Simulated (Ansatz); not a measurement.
NaH (rock salt, Fm-3m), PBE (plane waves, PAW; program Ansatz). The conduction-band minimum lies at L, with 4 equivalent valleys. Second derivatives d²E/dk² of the lowest band at one valley (eV·Å²), along Cartesian directions:

```json
[
 {"direction": "[100]", "d²E/dk²": "16.04"},
 {"direction": "[010]", "d²E/dk²": "16.04"},
 {"direction": "[001]", "d²E/dk²": "16.04"},
 {"direction": "[110]", "d²E/dk²": "24.41"},
 {"direction": "[101]", "d²E/dk²": "7.658"},
 {"direction": "[011]", "d²E/dk²": "7.658"}
]
```

**Question.** Find the principal effective masses, the density-of-states mass and the conductivity mass.

**Answer.** Off-diagonal terms follow from H_xy = H[110] − (H_xx + H_yy)/2, and m*/mₑ = 7.620 eV·Å² over each eigenvalue: 0.23, 0.99, 1.00. One valley's DOS mass (m₁m₂m₃)^(1/3) = 0.61, conductivity mass 3/(Σ 1/mᵢ) = 0.48 mₑ.

**Question.** What effective density of states Nc follows at 300 K for parabolic valleys?

**Answer.** Nc = 2.509e19 × 4 × (0.61)^(3/2) ≈ 4.8e19 cm⁻³.

Symmetry was held in the PBE relaxation.

Potentials: the later of the program's two PAW sets.

Edges and masses are those of Kohn–Sham bands, whose gap is no quasiparticle gap.
